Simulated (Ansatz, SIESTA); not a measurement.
This is a calculation of AlSn for SIESTA 5.4.2. The cell comes from a database or a generator and needn't be the stable form of this composition.

The input AlSn.fdf:

```
SystemName                      AlSn
SystemLabel                     AlSn
NumberOfSpecies                 2
NumberOfAtoms                   2
%block ChemicalSpeciesLabel
  1  50 Sn
  2  13 Al
%endblock ChemicalSpeciesLabel

LatticeConstant                 1.0 Ang
%block LatticeVectors
     4.1981056157     0.0000000000     0.0000000000
    -2.0990528078     3.6356661109     0.0000000000
     0.0000000000     0.0000000000     3.3068470000
%endblock LatticeVectors
AtomicCoordinatesFormat         Fractional
%block AtomicCoordinatesAndAtomicSpecies
     0.3333333333     0.6666666667     0.5000000000  1  Sn
     0.0000000000     0.0000000000     0.0000000000  2  Al
%endblock AtomicCoordinatesAndAtomicSpecies

%block kgrid.MonkhorstPack
    7   0   0  0.0
    0   7   0  0.0
    0   0   8  0.0
%endblock kgrid.MonkhorstPack
XC.Functional                   GGA
XC.Authors                      PBE
PAO.BasisSize                   DZP
PAO.EnergyShift                 0.003 Ry
Mesh.Cutoff                     500 Ry
OccupationFunction              FD
ElectronicTemperature           0.05 eV
MaxSCFIterations                120
SCF.MustConverge                false
SCF.Mixer.Method                Pulay
SCF.Mixer.Weight                0.25
SCF.Mixer.History               8
SCF.DM.Tolerance                5.0e-05
SCF.H.Tolerance                 1.0e-03 eV
WriteForces                     true
Charge.Mulliken                 end
Charge.Hirshfeld                end
Charge.Voronoi                  end
SaveRho                         true
SaveElectrostaticPotential      true
%block PAO.Basis
  Sn 4
  n=5 0 2
    6.432 0.000
  n=5 1 2
    8.686 0.000
  n=4 2 2
    3.759 0.000
  n=5 2 1
    8.686
%endblock PAO.Basis
```

Potentials or basis: PseudoDojo 0.4 standard (PBE files), converted to PSML, two zetas on semicore shells, DZP (energy shift 0.003 Ry; two zetas on semicore shells).

The run is started by

```console
$ siesta < AlSn.fdf > AlSn.out 2>&1
```

Q: What does the same run look like in Ansatz 0.2.0? Potentials or basis there: Ansatz PAW (earlier soft set), cutoff 420 eV.

A: As run (cutoffs and basis follow the program's own potentials, and thresholds, step limits or extra output files can differ):

File input.yaml:

```yaml
crystal:
  lattice:
    - [4.1981056157, 0.0, 0.0]
    - [-2.0990528078, 3.6356661109, 0.0]
    - [0.0, 0.0, 3.306847]
  atoms:
    - { symbol: Sn, position: [0.3333333333, 0.6666666667, 0.5] }
    - { symbol: Al, position: [0.0, 0.0, 0.0] }
hamiltonian:
  xc: pbe
  pseudopotentials: { kind: paw, azcp: { folder: soft_1 } }
kpoints:
  mp_grid: { grid: [7, 7, 8] }
scf:
  occupations: { method: fermi_dirac, width: 0.05 }
output:
  forces: true
  stress: true
  eigenvalues: true
  write_density: true
  write_potential: true
  elf: true
  volumetric_format: npy
```

Potentials or basis: Ansatz PAW soft_1.

Command:

```bash
$ ansatz run input.yaml --threads 1 --pin off --max-ram 3584MiB --backend cpu --events-out ev --progress --plain --runs-dir out
```

Both were run:

|  | SIESTA | Ansatz |
| --- | --- | --- |
| Pressure | 0.5 GPa | 0.2 GPa |

Ansatz's pressure holds a Pulay term of +0.02 GPa for its cutoff of 420 eV, which the other run lacks.

Where Ansatz's input types no cutoff or centring, it takes its own default and a Γ-centred mesh.

Pressure is positive in compression.
